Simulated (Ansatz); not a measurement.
Consider the following.

Ti3CuC2:
Space group P6₃/mmc (No. 194); a = b = 3.054 Å, c = 17.852 Å, α = β = 90.00°, γ = 120.00°

```json
[
 {"atom": "Ti", "site": "4f", "symmetry": "3m.", "x": "0.6667", "y": "0.3333", "z": "0.1347"},
 {"atom": "Ti", "site": "2a", "symmetry": "-3m.", "x": "0.0000", "y": "0.0000", "z": "0.0000"},
 {"atom": "Cu", "site": "2b", "symmetry": "-6m2", "x": "0.0000", "y": "0.0000", "z": "0.2500"},
 {"atom": "C", "site": "4f", "symmetry": "3m.", "x": "0.3333", "y": "0.6667", "z": "0.0726"}
]
```

This is the r²SCAN-relaxed structure.

Problem. All from the program Ansatz at the r²SCAN level (PAW), unless another level is named. Give the electronic character.

Solution. metallic (no gap).

Problem. Predict the density of states at the Fermi level.

Solution. 0.79 states/eV per atom (mean over ±0.08 eV).

Problem. Predict the formation energy from the elements (no fitted shifts).

Solution. -0.66 eV/atom.

Space group P6_3/mmc. The start of the workflow was typed in or built on a structure type; neither database checked (COD, Materials Project) lists it. Its standing as an ambient phase is unchecked. The r²SCAN relaxation kept the symmetry of its start; its stability against distortions is not shown here. The run is not spin-polarised. The references are the lowest solids computed at this level, not always the standard phases.

Potentials: the earlier of the program's two PAW sets.
